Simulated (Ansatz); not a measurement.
Y2N in space group P4/mmm (No. 123; Y on 1a, Y on 1d, N on 1c) under volume change, plane-wave PAW LDA (Ansatz code), shape and atoms relaxed at each volume.

```
V (Å³/atom)  E − E(relaxed) (meV/atom)  P (GPa)
-----------  -------------------------  -------
17.036                            61.3    12.62
17.598                            25.8     7.75
18.159                             6.1     3.57
18.721                             0.0     0.00
19.283                             5.5    -3.06
19.844                            20.9    -5.68
20.406                            44.8    -7.91
```

What does a third-order Birch–Murnaghan fit give for V₀, B₀ and B′?

V₀ = 18.72 Å³/atom, B₀ = 110 GPa, B′ = 4.2.

The cell is a constructed one: a structure type filled with these elements; neither database checked (COD, Materials Project) lists it. Its standing as an ambient phase is unchecked. The cell was relaxed with LDA under the symmetry of its start; its stability against distortions is not shown here. The run is not spin-polarised.

Potentials: the later of the program's two PAW sets.
